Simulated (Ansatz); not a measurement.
ZrO2:
Space group Fm-3m (No. 225); a = 5.0894 Å, b = 5.0894 Å, c = 5.0894 Å, α = 90.00°, β = 90.00°, γ = 90.00°

```csv
atom,site,symmetry,x,y,z
Zr,4a,m-3m,0.0000,0.0000,0.0000
O,8c,-43m,0.2500,0.2500,0.2500
```
(The calculation used a cell of 3 atoms; values per cell refer to that cell.)

Relaxed with r²SCAN.

Question: Tabulate the valence density and the electron localisation function along the shortest Zr–O contact (2.20 Å), r²SCAN in the plane-wave PAW code Ansatz.

Answer: 

| distance from Zr (Å) | density (e/Å³) | ELF |
|---|---|---|
| 0.22 | 3.52 | 0.23 |
| 0.33 | 4.06 | 0.53 |
| 0.44 | 4.06 | 0.73 |
| 0.55 | 3.48 | 0.82 |
| 0.66 | 2.59 | 0.82 |
| 0.77 | 1.71 | 0.74 |
| 0.88 | 1.05 | 0.52 |
| 0.99 | 0.67 | 0.26 |
| 1.10 | 0.52 | 0.18 |
| 1.21 | 0.54 | 0.30 |
| 1.32 | 0.70 | 0.56 |
| 1.43 | 1.02 | 0.77 |
| 1.54 | 1.58 | 0.83 |
| 1.65 | 2.57 | 0.83 |
| 1.76 | 3.97 | 0.78 |
| 1.87 | 5.49 | 0.66 |
| 1.98 | 6.71 | 0.46 |

The density is the valence pseudo-density with augmentation charge, so density and ELF within about 1 Å of a nucleus are not all-electron values.

This is a known high-temperature phase of the composition, computed here at zero pressure and temperature. Symmetry was held in the r²SCAN relaxation; its stability against distortions is not shown here. No spin polarisation was allowed.

Potentials: the later of the program's two PAW sets.
